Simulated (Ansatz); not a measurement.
CaO2 in space group I4/mmm (No. 139; Ca on 2b, O on 4e), plane-wave PAW LDA (Ansatz code). The conduction-band minimum lies at M, with 1 equivalent valley. Second derivatives d²E/dk² of the lowest band at one valley (eV·Å²), along Cartesian directions:

```json
[
 {"direction": "[100]", "d²E/dk²": "15.62"},
 {"direction": "[010]", "d²E/dk²": "15.62"},
 {"direction": "[001]", "d²E/dk²": "3.266"},
 {"direction": "[110]", "d²E/dk²": "15.62"},
 {"direction": "[101]", "d²E/dk²": "9.441"},
 {"direction": "[011]", "d²E/dk²": "9.441"}
]
```

Q: Find the principal effective masses, the density-of-states mass and the conductivity mass.

A: Off-diagonal terms follow from H_xy = H[110] − (H_xx + H_yy)/2, and m*/mₑ = 7.620 eV·Å² over each eigenvalue: 0.49, 0.49, 2.3. One valley's DOS mass (m₁m₂m₃)^(1/3) = 0.82, conductivity mass 3/(Σ 1/mᵢ) = 0.66 mₑ.

Q: What effective density of states Nc follows at 300 K for parabolic valleys?

A: Nc = 2.509e19 × 1 × (0.82)^(3/2) ≈ 1.9e19 cm⁻³.

The first step of the workflow began from a Materials Project structure, measured or hypothetical; the Crystallography Open Database copy checked does not list it. Whether it is the stable phase at ambient conditions was not checked. The LDA relaxation kept the symmetry of its start. At this level the phase is dynamically unstable (imaginary phonons).

Potentials: the later of the program's two PAW sets.

Edges and masses are those of Kohn–Sham bands, whose gap is no quasiparticle gap.
